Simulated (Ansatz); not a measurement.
Input and command of a plane-wave DFT calculation in Ansatz:

```yaml
crystal:
  lattice:
    - [5.4192115732, 0.0, 0.0]
    - [0.0, 5.4192115732, 0.0]
    - [0.0, 0.0, 5.1365573022]
  atoms:
    - { symbol: Zr, position: [0.0, 0.5, 0.0] }
    - { symbol: Zr, position: [0.5, 0.0, 0.0] }
    - { symbol: Zr, position: [0.0, 0.0, 0.0] }
    - { symbol: Cd, position: [0.5, 0.5, 0.5] }
    - { symbol: Cd, position: [0.5, 0.5, 0.0] }
basis:
  ecutwfc: 420
kpoints:
  mp_grid: { grid: [8, 8, 8] }
hamiltonian:
  xc: pbesol
scf:
  occupations: { method: gaussian, width: 0.1 }
output:
  forces: true
  stress: true
  eigenvalues: true
relax:
  adjacent_minimum: "off"
  f_tol: 0.008
  max_steps: 40
  cell: { stress_tol: 0.015, fix: [a, b, gamma] }
```

```bash
ansatz run input.yaml --threads 1 --pin off --max-ram 2560MiB --backend cpu --events-out ev --progress --plain --runs-dir out
```

Processor: AMD EPYC 9R45 96-Core Processor (Zen 5), 1 thread, on a host shared with other jobs.

Question: Estimate time, memory and problem size.

Answer: About 30 s on 1 thread of AMD EPYC 9R45 96-Core Processor (Zen 5), on a shared host, peak memory 0.7 GiB. It solves 46 bands at 75 k points (the mesh reduced by symmetry) with about 2933 plane waves (on the last cell), in 24 SCF iterations over 4 ionic steps.
